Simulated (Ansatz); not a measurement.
AlN (wurtzite)

```yaml
crystal:
  lattice:
    - [3.10670, 0.00000, 0.00000]
    - [-1.55335, 2.69048, 0.00000]
    - [0.00000, 0.00000, 4.97846]
  atoms:
    - { symbol: Al, position: [0.33333, 0.66667, 0.99659] }
    - { symbol: Al, position: [0.66667, 0.33333, 0.49659] }
    - { symbol: N, position: [0.33333, 0.66667, 0.37821] }
    - { symbol: N, position: [0.66667, 0.33333, 0.87821] }
```

Computed with r2SCAN (plane waves to 500 eV, PAW, scalar-relativistic; Ansatz, a program for electronic structure). Harmonic phonons by density-functional perturbation theory on a 10×10×6 k mesh, in cm⁻¹; i marks imaginary ones, q is in fractions of the reciprocal vectors of the cell shown, and the three acoustic modes at Γ are left out. The non-analytic (LO-TO) term is not included, so polar modes at Γ have their transverse values. The program warned that its band solver left a few bands short of their tolerance. AlN was relaxed with its symmetry unable to fall.

Problem. Is the structure dynamically stable at Γ, M = (0.5, 0.0, 0.0), A = (0.0, 0.0, 0.5), L = (0.5, 0.0, 0.5)?

Solution. No imaginary mode at these points (lowest 181 cm⁻¹ at A = (0.0, 0.0, 0.5)); other wave vectors were not tested.

Problem. List the wavenumbers at Γ, M = (0.5, 0.0, 0.0), A = (0.0, 0.0, 0.5), L = (0.5, 0.0, 0.5), with degeneracies.

Solution. 
```
q                                                            wavenumbers (cm⁻¹)
-------------------  ----------------------------------------------------------
Γ                                   250 (×2), 559, 621, 664 (×2), 677 (×2), 740
M = (0.5, 0.0, 0.0)  235, 314, 354, 414, 513, 530, 644, 664, 680, 685, 741, 763
A = (0.0, 0.0, 0.5)                      181 (×4), 355 (×2), 669 (×4), 843 (×2)
L = (0.5, 0.0, 0.5)  280 (×2), 308 (×2), 579 (×2), 672 (×2), 680 (×2), 741 (×2)
```
